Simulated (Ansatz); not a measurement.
BaZrO3 (cubic perovskite, space group No. 221), a = b = c = 4.205 Å, α = β = γ = 90.00°.

This is the r²SCAN-relaxed structure.

Q: All from DFT-r²SCAN in the program Ansatz with PAW potentials, unless another level is named. Give the Hill bulk and shear moduli.

A: 163 and 101 GPa.

Q: Next, the elastic constants (relaxed ions, GPa)?

A: C11 = 319, C12 = 85.5, C44 = 91.0.

Q: What about the highest zone-centre frequency (without LO–TO term)?

A: 495 cm^-1.

Space group Pm-3m (cubic perovskite). The r²SCAN relaxation kept the symmetry of its start; phonons on a q-mesh show weakly imaginary modes. No spin polarisation was allowed. Spin–orbit coupling is left out wherever it is not named.

Potentials: the later of the program's two PAW sets.
